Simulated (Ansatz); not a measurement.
SnRu$_{3}$C (anti-perovskite, Pm-3m) is relaxed with r²SCAN (plane waves, PAW; program Ansatz). What lattice parameters of the conventional cell result?

a = 4.068 Å.

Is it a metal or does it have a gap at this level?

No gap at this level.

The start of the workflow was typed in or built on a structure type; neither database checked (COD, Materials Project) lists it. Whether it is the stable phase at ambient conditions was not checked. Symmetry was held in the r²SCAN relaxation; its stability against distortions is not shown here. No spin polarisation was allowed. Scalar-relativistic: spin–orbit coupling is off unless named, which matters more the heavier the elements.

Potentials: the earlier of the program's two PAW sets.
